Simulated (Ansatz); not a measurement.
Given:

Zr₂Cu:
```xyz
6
Lattice="5.2337 1.6027 0.0000 -5.2337 1.6027 0.0000 -4.5017 0.0000 6.7237" Properties=species:S:1:pos:R:3 pbc="T T T"
Zr     3.7216     1.6027     1.0741
Zr    -8.2233     1.6027     5.6495
Zr    -3.6509     1.6027     2.9754
Zr    -0.8508     1.6027     3.7482
Cu     0.7332     1.6027     1.0104
Cu    -5.2349     1.6027     5.7133
```

This is the PBEsol-relaxed structure.

**Question.** All from PBEsol in the plane-wave PAW code Ansatz, unless another level is named. Estimate the density of states at the Fermi level.

**Answer.** 0.99 states/eV per atom (mean over ±0.08 eV).

**Question.** Predict the formation energy from the elements (no fitted shifts).

**Answer.** -0.084 eV/atom.

Space group C2/m. The workflow started from an entry of the Crystallography Open Database (COD), which files this formula under 2 space groups. Its standing as an ambient phase is unchecked. Symmetry was held in the PBEsol relaxation; its stability against distortions is not shown here. The run is not spin-polarised. The volume moved by -17 % from the start of the relaxation. The volume fell by over 15 % from the filed cell, which may lack light atoms or belong to other conditions. The references are the lowest solids computed at this level, not always the standard phases. Spin–orbit coupling is left out wherever it is not named.

Potentials: the later of the program's two PAW sets.
